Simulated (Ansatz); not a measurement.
Input and command of a plane-wave DFT calculation in Ansatz:

```yaml
crystal:
  lattice:
    - [3.3567, 0.0, 0.0]
    - [0.0, 3.34, 0.0]
    - [0.0, 0.0, 3.34]
  atoms:
    - { symbol: Cd, position: [0.5, 0.5, 0.5] }
    - { symbol: Au, position: [0.0, 0.0, 0.0] }
basis:
  ecutwfc: 420
kpoints:
  mp_grid: { grid: [14, 14, 14] }
hamiltonian:
  xc: pbesol
scf:
  occupations: { method: gaussian, width: 0.15 }
output:
  forces: true
  stress: true
  eigenvalues: true
```

```bash
ansatz run input.yaml --threads 1 --pin off --max-ram 2560MiB --backend cpu --events-out ev --progress --plain --runs-dir out
```

Processor: Arm Neoverse V1, 1 thread, on a host shared with other jobs.

Task: Estimate time, memory and problem size.

Result: About 10 s on 1 thread of Arm Neoverse V1 (shared host), peak memory 0.46 GiB. It solves 24 bands at 288 k points (the mesh reduced by symmetry) with about 739 plane waves, in 6 SCF iterations.
